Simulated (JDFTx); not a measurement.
An input for JDFTx (a modified build) (C5H4N (SMILES [c]1ccncc1), charge 0, multiplicity 2, linear PCM (GLSSA13), chloroform, no salt; bohr, hartree) and the course of its log:

```
lattice \
  23.6215765578 0.0000000000 0.0000000000 \
  0.0000000000 20.3145558397 0.0000000000 \
  0.0000000000 0.0000000000 15.5902405282
coords-type Cartesian
ion C 0.0000326221 2.5694606296 -0.0000374659 0
ion C 2.2556076938 1.3150299766 0.0000945414 0
ion C 2.1445445348 -1.3273584282 -0.0000087805 0
ion N 0.0000601088 -2.5694606296 0.0000315315 0
ion C -2.1443051623 -1.3274284645 0.0001305102 0
ion C -2.2554651697 1.3150910066 -0.0001152338 0
ion H 4.0608020244 2.2611226032 -0.0000720419 0
ion H 3.8547787029 -2.4471215337 0.0000188336 0
ion H -3.8546295847 -2.4469865471 -0.0001305102 0
ion H -4.0608020244 2.2608643065 0.0001126845 0
ion-species pseudo/c_pbe_v1.2.upf
ion-species pseudo/n_pbe_v1.2.upf
ion-species pseudo/h_pbe_v1.4.upf
core-overlap-check none
elec-cutoff 20 100
elec-ex-corr gga-PBE
symmetries none
elec-n-bands 15
spintype z-spin
elec-initial-magnetization 1 yes
electronic-scf nIterations 100 energyDiffThreshold 1e-08
fluid LinearPCM
pcm-variant GLSSA13
fluid-solvent CHCl3
fluid-minimize nIterations 400 knormThreshold 1e-11
wavefunction read s0.wfns 18
dump-name s4.$VAR
dump End State Ecomponents EigStats BandEigs Forces ElecDensity IonicPositions FluidDebug
```

```
[one cycle in 5 is shown, and the last three; fluid-solver lines are left out]
SCF: Cycle:  0   Etot: -38.475067451562452   dEtot: +2.300e+00   |Residual|: 5.125e-01   |deigs|: 3.552e-02
SCF: Cycle:  5   Etot: -40.771263570283473   dEtot: -3.506e-03   |Residual|: 5.732e-02   |deigs|: 7.983e-03
SCF: Cycle: 10   Etot: -40.270578200120326   dEtot: +5.034e-01   |Residual|: 2.256e-01   |deigs|: 1.064e-02
SCF: Cycle: 15   Etot: -40.399814065407035   dEtot: +2.830e-01   |Residual|: 1.728e-01   |deigs|: 1.907e-02
SCF: Cycle: 20   Etot: -40.774244179930157   dEtot: -1.853e-04   |Residual|: 3.219e-03   |deigs|: 6.788e-03
SCF: Cycle: 25   Etot: -40.774677760788393   dEtot: -8.927e-04   |Residual|: 1.219e-03   |deigs|: 6.394e-05
SCF: Cycle: 30   Etot: -38.361589426355003   dEtot: +2.076e+00   |Residual|: 5.573e-01   |deigs|: 5.460e-02
SCF: Cycle: 35   Etot: -40.529421078164034   dEtot: -1.637e-02   |Residual|: 1.614e-01   |deigs|: 1.907e-03
SCF: Cycle: 40   Etot: -40.774474198202341   dEtot: -1.071e-03   |Residual|: 1.231e-02   |deigs|: 3.527e-03
SCF: Cycle: 45   Etot: -40.774889378594914   dEtot: -1.459e-04   |Residual|: 4.899e-03   |deigs|: 8.919e-04
SCF: Cycle: 50   Etot: -40.774434858665977   dEtot: -1.096e-03   |Residual|: 1.711e-03   |deigs|: 5.970e-04
SCF: Cycle: 55   Etot: -39.944642810185769   dEtot: -7.454e-01   |Residual|: 2.719e-01   |deigs|: 1.395e-02
SCF: Cycle: 60   Etot: -40.197745471437656   dEtot: +3.157e-01   |Residual|: 2.743e-01   |deigs|: 2.526e-02
SCF: Cycle: 65   Etot: -40.756920381820088   dEtot: -1.009e-01   |Residual|: 1.110e-01   |deigs|: 2.196e-02
SCF: Cycle: 70   Etot: -40.774633313217144   dEtot: -2.963e-04   |Residual|: 4.955e-03   |deigs|: 4.430e-03
SCF: Cycle: 75   Etot: -40.773955715663973   dEtot: +7.921e-04   |Residual|: 2.233e-03   |deigs|: 2.493e-02
SCF: Cycle: 80   Etot: -40.774580356228057   dEtot: -2.098e-03   |Residual|: 2.152e-03   |deigs|: 4.653e-04
SCF: Cycle: 85   Etot: -40.774965036067087   dEtot: -1.410e-04   |Residual|: 6.503e-04   |deigs|: 4.224e-03
SCF: Cycle: 90   Etot: -40.774717307524568   dEtot: -6.589e-03   |Residual|: 2.916e-03   |deigs|: 1.639e-02
SCF: Cycle: 95   Etot: -38.540557499382885   dEtot: -3.312e-01   |Residual|: 5.327e-01   |deigs|: 3.801e-02
SCF: Cycle: 97   Etot: -38.555600822668978   dEtot: +5.855e-02   |Residual|: 5.223e-01   |deigs|: 1.058e-02
SCF: Cycle: 98   Etot: -39.951389125058853   dEtot: -1.396e+00   |Residual|: 2.880e-01   |deigs|: 2.509e-02
SCF: Cycle: 99   Etot: -38.895830221867300   dEtot: +1.056e+00   |Residual|: 4.613e-01   |deigs|: 2.031e-02
SCF: None of the convergence criteria satisfied after 100 iterations.
IonicMinimize: Iter:   0  Etot: -38.895830221867300  |grad|_K:  0.000e+00
IonicMinimize: Converged (|grad|_K<1.000000e-04).
```

This run gave no converged result. The electronic loop ended without meeting its threshold, so the last energy, chemical potential and forces aren't results.
